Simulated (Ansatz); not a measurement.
Level of theory: Ansatz 0.2.0, DFT PBE, scalar-relativistic, plane waves, PAW. All cells share a 420 eV cutoff and Γ-centred k meshes spaced at most about 0.3 Å⁻¹ (about 0.25 or finer for metals, 2π included). No spin polarisation in the final relaxations.

These are static total energies at zero pressure. All come from trial cells, and lower structures may exist.

Task: Which of these relaxed structures of CdTe4 is the lowest in energy?
A.

Space group Im-3m (No. 229). a = 6.957 Å, b = 6.957 Å, c = 6.957 Å, α = 90.00°, β = 90.00°, γ = 90.00°
```tsv
atom	site	symmetry	x	y	z
Cd	2a	m-3m	0.0000	0.0000	0.0000
Te	8c	.-3m	0.2500	0.2500	0.2500
```

B.

Space group P4/mmm (No. 123). a = 4.466 Å, b = 4.466 Å, c = 8.525 Å, α = 90.00°, β = 90.00°, γ = 90.00°
```csv
atom,site,symmetry,x,y,z
Cd,1a,4/mmm,0.0000,0.0000,0.0000
Te,4i,2mm.,0.0000,0.5000,0.7337
```

C.

Space group I4/mmm (No. 139). a = 5.865 Å, b = 5.865 Å, c = 9.170 Å, α = 90.00°, β = 90.00°, γ = 90.00°
```tsv
atom	site	symmetry	x	y	z
Cd	2a	4/mmm	0.0000	0.0000	0.0000
Te	4e	4mm	0.0000	0.0000	0.3347
Te	4c	mmm.	0.0000	0.5000	0.0000
```

D.

Space group I4/mmm (No. 139). a = 7.744 Å, b = 7.744 Å, c = 5.928 Å, α = 90.00°, β = 90.00°, γ = 90.00°
| atom | site | symmetry | x | y | z |
| --- | --- | --- | --- | --- | --- |
| Cd | 2b | 4/mmm | 0.0000 | 0.0000 | 0.5000 |
| Te | 8f | ..2/m | 0.2500 | 0.7500 | 0.2500 |

Result: B. It has space group P4/mmm (No. 123); the next, C, with space group I4/mmm (No. 139), lies 89 meV/atom higher. Counting Te atoms around Cd (those within 1.25 times the shortest such distance or 1.15 times the sum of covalent radii), the lowest has Cd 8 and the next has Cd 6. The next holds Te–Te pairs (shortest 3.03 Å); in the lowest the shortest Te–Te distance is 3.16 Å, near bonding range too. Even the lowest lies +0.05 eV/atom against the elements.

No dispersion correction is applied, so the spacing and binding between layers, chains or molecules are poorly described (P4/mmm), and this can change margins and order among such cells. These runs have no spin–orbit coupling, which can matter for Te. Cells relaxed within their symmetry can be saddle points. Some structure types and database cells were kept out of the candidates from the start, so a known form may be missing.
